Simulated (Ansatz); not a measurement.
PbS:
```yaml
crystal:
  lattice:
    - [0.00000, 3.32376, 3.32376]
    - [3.32376, 0.00000, 3.32376]
    - [3.32376, 3.32376, 0.00000]
  atoms:
    - { symbol: S, position: [0.75000, 0.75000, 0.75000] }
    - { symbol: Pb, position: [0.00000, 0.00000, 0.00000] }
```

Relaxed with PBE. Special points in fractions of this cell's reciprocal vectors: Γ (0.000, 0.000, 0.000); X (0.500, 0.000, 0.500); U (0.625, 0.250, 0.625); K (0.375, 0.375, 0.750); L (0.500, 0.500, 0.500); W (0.500, 0.250, 0.750).

**Question.** List the band energies nearest the valence-band maximum at these points for plane-wave PAW PBE (Ansatz code).

**Answer.** In eV from the valence-band maximum; about four levels below and three above (degenerate sets whole), none deeper than 8.9 eV; points with the same levels are listed once.

```csv
k,below,above
Γ,-5.98 -1.66 -1.66 -1.66,2.50 2.50 2.50
X,-8.03 -2.83 -2.83 -0.45,0.84 5.01 5.01
U,-7.99 -3.25 -2.63 -0.32,1.86 4.14 4.41
L,-7.65 -2.16 -2.16 -1.88,3.19 3.19 3.56
W,-8.02 -3.08 -3.04 0.00,2.58 2.76 4.93
```

Space group F-43m (zinc blende). A made-up cell: these elements were put on the sites of a structure type; neither database checked (COD, Materials Project) lists it. It is not the phase usual at ambient conditions (space group No. 225). The cell was relaxed with PBE under the symmetry of its start; whether a distortion lowers the energy is not shown. Spin–orbit coupling is left out wherever it is not named.

Potentials: the later of the program's two PAW sets.
